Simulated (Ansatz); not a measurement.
A geometry of Ga₂O₃ away from equilibrium: step 16 of the relaxation of a randomly generated symmetric cell of Ga2O3 (space group No. 137). Level of theory: PBEsol (plane waves to 420 eV, PAW, scalar-relativistic; Ansatz, an electronic-structure program). Γ-centred k-mesh 6×6×4 on the run's cell (coarser than for final values), Fermi–Dirac smearing 0.05 eV.

```xyz
10
Lattice="3.9633 0.0000 0.0000 0.0000 3.9633 0.0000 0.0000 0.0000 7.2499" Properties=species:S:1:pos:R:3:forces:R:3 pbc="T T T" free_energy=-18334.747 pressure_GPa=9.0
Ga     0.0000     0.0000     1.8891    0.0000    0.0000    0.3584
Ga     1.9816     1.9816     5.5141    0.0000    0.0000    0.3584
Ga     1.9816     1.9816     1.7358    0.0000    0.0000   -0.3584
Ga     0.0000     0.0000     5.3607    0.0000    0.0000   -0.3584
O      1.9816     0.0000     5.4377    0.0000    0.0000   -0.0010
O      1.9816     0.0000     1.8127    0.0000    0.0000   -0.0010
O      0.0000     1.9816     5.4371    0.0000    0.0000    0.0010
O      0.0000     1.9816     1.8122    0.0000    0.0000    0.0010
O      0.0000     0.0000     3.6249    0.0000    0.0000    0.0000
O      1.9816     1.9816     0.0000    0.0000    0.0000    0.0000
```

Positions in Å, forces in eV/Å, free energy of the cell in eV (comparable only within this code, potentials and settings). Largest force: 0.36 eV/Å, on Ga1, Ga2, Ga3, Ga4 (atoms numbered as listed); the geometry lies 0.55 eV/atom above the end of its relaxation.

No spin polarisation in the result.

The run could not lose the symmetry of its start: the end is stationary, and may be a saddle point rather than a minimum.

The end of the path is a generated cell of Ga2O3: the first start was made by a random draw of sites in a space group, and the end was not matched to a known phase here, so it may be hypothetical. Known forms of Ga2O3 include space group No. 12, 167.
